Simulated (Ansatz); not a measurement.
Trigonal deformation path in NbRu

These are results of Ansatz 0.2.0, DFT PBEsol, scalar-relativistic, plane waves, PAW, not measurements. Settings: plane waves to 420 eV, k-mesh 16×16×16 (Γ-centred), Gaussian smearing 0.15 eV. No spin polarisation. Energies are free energies at this smearing, counted from the undisturbed cell; pressure is positive in compression.

Reference structure (as given, not relaxed at this level; it stands at -9.7 GPa, and it needn't be the usual structure):

```
Nb Ru
1.0
     3.18400    0.00000    0.00000
     0.00000    3.18400    0.00000
     0.00000    0.00000    3.18400
Nb Ru
1 1
Direct
  0.00000 0.00000 0.00000
  0.50000 0.50000 0.50000
```

At fixed volume and fractional coordinates, lengths along (0.577, 0.577, 0.577) are scaled against those across it; ρ is that ratio over its starting value. The cell is metallic on the mesh throughout. At ρ = 2.000 the cell becomes cubic (Fm-3m), and there the slope of the energy vanishes by symmetry. At -10 GPa the given cell is far from its own equilibrium, so these figures belong to a strongly strained crystal.

| ρ | ΔE (meV/atom) |
| --- | --- |
| 0.500 | 7832.6 |
| 0.600 | 2792.4 |
| 0.710 | 859.6 |
| 0.850 | 140.8 |
| 0.930 | 23.9 |
| 1.000 | 0.0 |
| 1.080 | 21.7 |
| 1.200 | 109.3 |
| 1.410 | 336.8 |
| 1.700 | 536.9 |
| 2.000 | 582.3 |

Task: Predict the pressure (GPa) at each point.

Result:
```tsv
ρ	pressure (GPa)
0.500	192.9
0.600	72.1
0.710	18.5
0.850	-4.7
0.930	-8.8
1.000	-9.7
1.080	-8.8
1.200	-5.3
1.410	2.2
1.700	8.8
2.000	10.8
```